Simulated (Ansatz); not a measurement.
Two states of MgW

```xyz
4
Lattice="4.6367 0.0000 0.0000 0.0000 5.6077 0.0000 0.0281 0.0000 4.8744" Properties=species:S:1:pos:R:3 pbc="T T T"
W     0.0070    1.0206    1.2186
W     0.0211    4.5871    3.6558
Mg    2.3254    3.8132    1.2186
Mg    2.3394    1.7945    3.6558
```

Method: PBEsol; PAW, plane waves to 420 eV, 4×3×4 Γ-centred mesh, fermi-dirac occupations (width 0.1 eV) (Ansatz 0.2.0), atoms fixed.

State A: no moments (spinors with spin-orbit coupling). State B: W1 along (1.00, 0.00, 0.00), W2 along (-1.00, 0.00, 0.00) (spinors with spin-orbit coupling).

**Question.** Compare the two self-consistent states.

**Answer.** State B is lower by 18.2 meV an atom at zero smearing; in free energy at this smearing B lies -20.3 meV an atom from A.

| state | free energy (meV/atom) | largest moment in a small sphere (μB) | net moment (μB/cell) | gap on mesh (eV) | pressure (GPa) | largest force (eV/Å) |
| --- | --- | --- | --- | --- | --- | --- |
| A | 20.3 | 0.00 | 0.00 | metal | -21.3 | 2.57 |
| B | 0.0 | 1.38 | 0.00 | metal | -18.6 | 2.10 |

Origin: a database entry at a rescaled volume. Caveats: forces this large suggest misplaced atoms in the database entry; the k mesh is coarse if the cell is a metal; atoms or cell far from equilibrium; the SCF threshold is loose for a stress.
